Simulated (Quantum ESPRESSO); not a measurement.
Mo4Se6S2, finding a planted mistake in a log

Simulated, not a measurement. The program is pw.x of Quantum ESPRESSO 7.5 (plane-wave density functional theory). The cell is made up: 12 atoms on a layered 2H lattice, with randomly drawn elements, strain and displacements, not relaxed. PseudoDojo standard norm-conserving files (v0.5 for PBE, v0.4.1 for LDA and PBEsol) set the functional; there is no spin polarisation, spin-orbit coupling or dispersion term, and the masses in the input are unused placeholders.

Intended input:

```
&control calculation='scf', pseudo_dir='./dojo.nc.sr.pbe.v0_5.standard.upf', outdir='./o', disk_io='medium', tprnfor=.true., tstress=.true. /
&system ibrav=0, nat=12, ntyp=3, nbnd=88, ecutwfc=85.99341389, nosym=.true., tot_charge=0,
 occupations='smearing', smearing='fd', degauss=0.0018374661
/
&electrons conv_thr=7.350e-09, electron_maxstep=60, /
ATOMIC_SPECIES
Mo 1.0 Mo.upf
S 1.0 S.upf
Se 1.0 Se.upf
CELL_PARAMETERS angstrom
3.1675 -0.0304 -0.0413
-0.0526 5.4664 0.0419
-0.1651 0.0966 13.0
ATOMIC_POSITIONS angstrom
Mo -0.057 1.8415 3.2845
Mo 1.4162 0.9737 9.7337
Mo 1.5129 4.6437 3.34
Mo -0.2053 3.7296 9.8388
Se -0.1415 1.8957 8.1856
Se -0.1706 1.9249 11.3882
Se 1.553 1.0086 1.717
Se 1.3766 0.9529 4.8864
Se 1.3161 4.5977 8.0836
S 1.5147 4.6176 11.5344
Se -0.1031 3.7181 1.6395
S -0.1769 3.6389 4.8409
K_POINTS automatic
7 4 2 1 1 1
```

The log is shortened where brackets say so; the opening notice, blank lines, dates and the lines on written files are dropped, and the path of the files is cut. It prints rydbergs, bohrs and kilobars, and counts compression as positive stress.

Log of the intended run:

```
     Program PWSCF v.7.5
     Parallel version (MPI & OpenMP), running on       1 processor cores
     Number of MPI processes:                 1
     Threads/MPI process:                     1
     [start-up lines left out]
     bravais-lattice index     =            0
     lattice parameter (alat)  =       5.9865  a.u.
     unit-cell volume          =    1518.5252 (a.u.)^3
     number of atoms/cell      =           12
     number of atomic types    =            3
     number of electrons       =       164.00
     number of Kohn-Sham states=           88
     kinetic-energy cutoff     =      85.9934  Ry
     charge density cutoff     =     343.9737  Ry
     scf convergence threshold =      7.3E-09
     mixing beta               =       0.7000
     number of iterations used =            8  plain     mixing
     Exchange-correlation= PBE
                           (   1   4   3   4   0   0   0)
     [axes and pseudopotential details left out]
   Cartesian axes
     site n.     atom                  positions (alat units)
         1        Mo     tau(   1) = (  -0.0179929   0.5812971   1.0368018  )
         2        Mo     tau(   2) = (   0.4470448   0.3073630   3.0725887  )
         3        Mo     tau(   3) = (   0.4775696   1.4658537   1.0543212  )
         4        Mo     tau(   4) = (  -0.0648060   1.1773043   3.1057650  )
         5        Se     tau(   5) = (  -0.0446666   0.5984062   2.5839076  )
         6        Se     tau(   6) = (  -0.0538525   0.6076236   3.5948564  )
         7        Se     tau(   7) = (   0.4902278   0.3183797   0.5419968  )
         8        Se     tau(   8) = (   0.4345445   0.3007972   1.5424656  )
         9        Se     tau(   9) = (   0.4154467   1.4513331   2.5517098  )
        10        S      tau(  10) = (   0.4781378   1.4576148   3.6410067  )
        11        Se     tau(  11) = (  -0.0325451   1.1736741   0.5175328  )
        12        S      tau(  12) = (  -0.0558411   1.1486735   1.5281028  )
     number of k points=    28  Fermi-Dirac smearing, width (Ry)=  0.0018
                       cart. coord. in units 2pi/alat
        k(    1) = (   0.0729348   0.0726725   0.0613077), wk =   0.0714286
        k(    2) = (   0.0713546   0.0735914  -0.0605621), wk =   0.0714286
     [further k points left out]
     Dense  grid:   163685 G-vectors     FFT dimensions: (  36,  64, 150)
     Estimated max dynamical RAM per process >     312.64 MB
     Initial potential from superposition of free atoms
     starting charge     163.9938, renormalised to     164.0000
     Starting wfcs are  102 randomized atomic wfcs
     total cpu time spent up to now is       40.4 secs
     per-process dynamical memory:   172.0 Mb
     Self-consistent Calculation
     iteration #  1     ecut=    85.99 Ry     beta= 0.70
     Davidson diagonalization with overlap
     ethr =  1.00E-02,  avg # of iterations =  2.0
     Threshold (ethr) on eigenvalues was too large:
     Diagonalizing with lowered threshold
     Davidson diagonalization with overlap
     ethr =  6.07E-04,  avg # of iterations =  2.0
     total cpu time spent up to now is      239.9 secs
     total energy              =   -2061.05352068 Ry
     estimated scf accuracy    <       1.03422945 Ry
     iteration #  2     ecut=    85.99 Ry     beta= 0.70
     Davidson diagonalization with overlap
     ethr =  6.31E-04,  avg # of iterations =  7.4
     total cpu time spent up to now is      379.5 secs
     total energy              =   -2060.09302715 Ry
     estimated scf accuracy    <       9.45470653 Ry
     [iterations 3 to 18 left out]
     iteration # 19     ecut=    85.99 Ry     beta= 0.70
     Davidson diagonalization with overlap
     ethr =  3.00E-11,  avg # of iterations =  2.9
     total cpu time spent up to now is     2074.3 secs
     total energy              =   -2061.55678518 Ry
     estimated scf accuracy    <       0.00000001 Ry
     iteration # 20     ecut=    85.99 Ry     beta= 0.70
     Davidson diagonalization with overlap
     ethr =  7.95E-12,  avg # of iterations =  2.8
     total cpu time spent up to now is     2168.7 secs
     End of self-consistent calculation
     [lines on levels left out]
!    total energy              =   -2061.55678518 Ry
     estimated scf accuracy    <          4.5E-09 Ry
     smearing contrib. (-TS)   =      -0.00000000 Ry
     internal energy E=F+TS    =   -2061.55678518 Ry
     The total energy is F=E-TS. E is the sum of the following terms:
     one-electron contribution =   -1134.05768565 Ry
     hartree contribution      =     628.83590309 Ry
     xc contribution           =    -386.67802012 Ry
     ewald contribution        =   -1169.65698250 Ry
     convergence has been achieved in  20 iterations
     Forces acting on atoms (cartesian axes, Ry/au):
     atom    1 type  1   force =    -0.04578101    0.10471104    0.04295318
     atom    2 type  1   force =     0.01361624   -0.06995951    0.07143764
     atom    3 type  1   force =    -0.05734488   -0.09801173   -0.02185132
     atom    4 type  1   force =     0.01829632    0.07134407    0.02348760
     atom    5 type  3   force =    -0.02655040    0.02315029   -0.08905197
     atom    6 type  3   force =     0.01340297   -0.03010413    0.08145554
     atom    7 type  3   force =    -0.03003659   -0.03581462   -0.14899436
     atom    8 type  3   force =     0.07606292   -0.00548133    0.12410875
     atom    9 type  3   force =     0.01644598    0.00134866   -0.01008805
     atom   10 type  2   force =    -0.03604539    0.00486627   -0.07805832
     atom   11 type  3   force =     0.00984926    0.01556435   -0.02156983
     atom   12 type  2   force =     0.04808458    0.01838663    0.02617113
     Total force =     0.344763     Total SCF correction =     0.000446
     Computing stress (Cartesian axis) and pressure
          total   stress  (Ry/bohr**3)                   (kbar)     P=      149.82
   0.00102183   0.00003596   0.00025574          150.32        5.29       37.62
   0.00003596   0.00106509  -0.00005017            5.29      156.68       -7.38
   0.00025574  -0.00005017   0.00096836           37.62       -7.38      142.45
     init_run     :     37.45s CPU     40.22s WALL (       1 calls)
     electrons    :   2041.22s CPU   2128.41s WALL (       1 calls)
     forces       :     17.80s CPU     18.03s WALL (       1 calls)
     stress       :     50.14s CPU     51.72s WALL (       1 calls)
     [timing details left out]
     PWSCF        :  35m46.96s CPU  37m19.18s WALL
     JOB DONE.
```

A second run was made from an input with one planted mistake. Its log:

```
     Program PWSCF v.7.5
     Parallel version (MPI & OpenMP), running on       4 processor cores
     Number of MPI processes:                 4
     Threads/MPI process:                     1
     [start-up lines left out]
     bravais-lattice index     =            0
     lattice parameter (alat)  =       5.9865  a.u.
     unit-cell volume          =    1518.5252 (a.u.)^3
     number of atoms/cell      =           12
     number of atomic types    =            3
     number of electrons       =       164.00
     number of Kohn-Sham states=           88
     kinetic-energy cutoff     =      85.9934  Ry
     charge density cutoff     =     343.9737  Ry
     scf convergence threshold =      7.3E-09
     mixing beta               =       0.7000
     number of iterations used =            8  plain     mixing
     Exchange-correlation= PBESOL
                           (   1   4  10   8   0   0   0)
     [axes and pseudopotential details left out]
   Cartesian axes
     site n.     atom                  positions (alat units)
         1        Mo     tau(   1) = (  -0.0179929   0.5812971   1.0368018  )
         2        Mo     tau(   2) = (   0.4470448   0.3073630   3.0725887  )
         3        Mo     tau(   3) = (   0.4775696   1.4658537   1.0543212  )
         4        Mo     tau(   4) = (  -0.0648060   1.1773043   3.1057650  )
         5        Se     tau(   5) = (  -0.0446666   0.5984062   2.5839076  )
         6        Se     tau(   6) = (  -0.0538525   0.6076236   3.5948564  )
         7        Se     tau(   7) = (   0.4902278   0.3183797   0.5419968  )
         8        Se     tau(   8) = (   0.4345445   0.3007972   1.5424656  )
         9        Se     tau(   9) = (   0.4154467   1.4513331   2.5517098  )
        10        S      tau(  10) = (   0.4781378   1.4576148   3.6410067  )
        11        Se     tau(  11) = (  -0.0325451   1.1736741   0.5175328  )
        12        S      tau(  12) = (  -0.0558411   1.1486735   1.5281028  )
     number of k points=    28  Fermi-Dirac smearing, width (Ry)=  0.0018
                       cart. coord. in units 2pi/alat
        k(    1) = (   0.0729348   0.0726725   0.0613077), wk =   0.0714286
        k(    2) = (   0.0713546   0.0735914  -0.0605621), wk =   0.0714286
     [further k points left out]
     Dense  grid:   163685 G-vectors     FFT dimensions: (  36,  64, 150)
     Estimated max dynamical RAM per process >     504.85 MB
     Estimated total dynamical RAM >       1.86 GB
     Initial potential from superposition of free atoms
     starting charge     163.9944, renormalised to     164.0000
     Starting wfcs are  102 randomized atomic wfcs
     total cpu time spent up to now is        8.8 secs
     per-process dynamical memory:   367.3 Mb
     Self-consistent Calculation
     iteration #  1     ecut=    85.99 Ry     beta= 0.70
     Davidson diagonalization with overlap
     ethr =  1.00E-02,  avg # of iterations =  2.0
     Threshold (ethr) on eigenvalues was too large:
     Diagonalizing with lowered threshold
     Davidson diagonalization with overlap
     ethr =  5.89E-04,  avg # of iterations =  2.0
     total cpu time spent up to now is       45.8 secs
     total energy              =   -2059.67100422 Ry
     estimated scf accuracy    <       1.00674218 Ry
     iteration #  2     ecut=    85.99 Ry     beta= 0.70
     Davidson diagonalization with overlap
     ethr =  6.14E-04,  avg # of iterations =  7.3
     total cpu time spent up to now is       73.0 secs
     total energy              =   -2058.75670514 Ry
     estimated scf accuracy    <       8.96811984 Ry
     [iterations 3 to 18 left out]
     iteration # 19     ecut=    85.99 Ry     beta= 0.70
     Davidson diagonalization with overlap
     ethr =  1.87E-11,  avg # of iterations =  2.2
     total cpu time spent up to now is      410.8 secs
     total energy              =   -2060.15927596 Ry
     estimated scf accuracy    <       0.00000001 Ry
     iteration # 20     ecut=    85.99 Ry     beta= 0.70
     Davidson diagonalization with overlap
     ethr =  6.31E-12,  avg # of iterations =  2.8
     total cpu time spent up to now is      428.0 secs
     End of self-consistent calculation
     [lines on levels left out]
!    total energy              =   -2060.15927596 Ry
     estimated scf accuracy    <          2.4E-09 Ry
     smearing contrib. (-TS)   =      -0.00000000 Ry
     internal energy E=F+TS    =   -2060.15927596 Ry
     The total energy is F=E-TS. E is the sum of the following terms:
     one-electron contribution =   -1135.54840716 Ry
     hartree contribution      =     628.31649472 Ry
     xc contribution           =    -383.27038102 Ry
     ewald contribution        =   -1169.65698250 Ry
     convergence has been achieved in  20 iterations
     Forces acting on atoms (cartesian axes, Ry/au):
     atom    1 type  1   force =    -0.04542296    0.10232967    0.04169644
     atom    2 type  1   force =     0.01372061   -0.06771830    0.06971448
     atom    3 type  1   force =    -0.05706040   -0.09565271   -0.02237448
     atom    4 type  1   force =     0.01830735    0.06899135    0.02239578
     atom    5 type  3   force =    -0.02602334    0.02242788   -0.07563085
     atom    6 type  3   force =     0.01269394   -0.02911689    0.06832216
     atom    7 type  3   force =    -0.02918397   -0.03514064   -0.13433230
     atom    8 type  3   force =     0.07496002   -0.00536292    0.11011002
     atom    9 type  3   force =     0.01608401    0.00161289    0.00188407
     atom   10 type  2   force =    -0.03556871    0.00445039   -0.08707267
     atom   11 type  3   force =     0.00984269    0.01492444   -0.01007016
     atom   12 type  2   force =     0.04765076    0.01825482    0.01535752
     Total force =     0.324473     Total SCF correction =     0.000324
     Computing stress (Cartesian axis) and pressure
          total   stress  (Ry/bohr**3)                   (kbar)     P=       97.08
   0.00065575   0.00003938   0.00025301           96.46        5.79       37.22
   0.00003938   0.00069912  -0.00004936            5.79      102.84       -7.26
   0.00025301  -0.00004936   0.00062501           37.22       -7.26       91.94
     init_run     :      8.11s CPU      8.46s WALL (       1 calls)
     electrons    :    410.94s CPU    419.25s WALL (       1 calls)
     forces       :      3.25s CPU      3.36s WALL (       1 calls)
     stress       :     10.69s CPU     11.00s WALL (       1 calls)
     [timing details left out]
     PWSCF        :   7m13.40s CPU   7m22.63s WALL
     JOB DONE.
```

Question: what was wrong in the second input?

Answer: the files are those of another functional. The input lines that differ, file-writing options aside:

```
- &control calculation='scf', pseudo_dir='./dojo.nc.sr.pbe.v0_5.standard.upf', outdir='./o', disk_io='medium', tprnfor=.true., tstress=.true. /
+ &control calculation='scf', pseudo_dir='./dojo.nc.sr.pbesol.v0_4_1.standard.upf', outdir='./o', disk_io='low', tprnfor=.true., tstress=.true. /
```

|  | intended run | run with the mistake |
| --- | --- | --- |
| free energy (eV) | -28048.909 | -28029.895 |
| smearing term -TS (eV) | 0.0000 | 0.0000 |
| pressure (GPa) | 14.98 | 9.71 |
| largest force component (eV/Å) | 3.831 | 3.454 |
| largest change of a force component (eV/Å) |  | 0.377 |
| iterations | 20 | 20 |

For scale, a rerun of the intended cell at a cutoff of 1467 eV and k mesh 9 x 6 x 4 moved values by no more than 0.002 eV in energy, 0.02 GPa in stress and 0.005 eV/Å in force. Files of another functional have another zero of energy, so the energy change says nothing on stability.